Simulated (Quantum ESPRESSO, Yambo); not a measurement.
BaS (rock salt, space group Fm-3m, No. 225) under isotropic strain (on all lattice vectors), counted from the cell relaxed with PBEsol, atoms relaxed at each step. PBEsol (Quantum ESPRESSO, PseudoDojo norm-conserving, 57 Ry, scalar-relativistic); G0W0 in Yambo (4×4×4 Γ-centred k mesh, 148 bands and a 10 Ry block in the screening, 148 bands in G with the Bruneval-Gonze terminator, plasmon pole fitted at 27.2 eV).

```json
[
 {"strain (%)": "-3", "PBEsol gap (eV)": "1.86", "kind": "near tie", "G0W0 direct gap (eV)": "3.34 at X"},
 {"strain (%)": "-1.5", "PBEsol gap (eV)": "1.95", "kind": "indirect", "G0W0 direct gap (eV)": "3.52 at X"},
 {"strain (%)": "-0.7", "PBEsol gap (eV)": "2.00", "kind": "indirect", "G0W0 direct gap (eV)": "3.60 at X"},
 {"strain (%)": "0", "PBEsol gap (eV)": "2.04", "kind": "indirect", "G0W0 direct gap (eV)": "3.69 at X"},
 {"strain (%)": "+1", "PBEsol gap (eV)": "?", "kind": "indirect", "G0W0 direct gap (eV)": "?"},
 {"strain (%)": "+2", "PBEsol gap (eV)": "2.13", "kind": "indirect", "G0W0 direct gap (eV)": "3.83 at X"}
]
```

Problem. Estimate the withheld gaps from the other strains; the computed values follow.

Solution. 
- +1, PBEsol gap (eV): 2.09
- +1, G0W0 direct gap (eV): 3.75 at X

GW, BSE and RPA settings are held fixed; their convergence isn't established. «Near tie»: competing band extrema lie within 0.03 eV. Strains are linear. The screening block changes size along the series (229 vectors at -3 %, 259 vectors at -1.5 %, 259 vectors at -0.7 %, 283 vectors at +0 %, 283 vectors at +1 %, 283 vectors at +2 %), which puts steps into the G0W0 values.
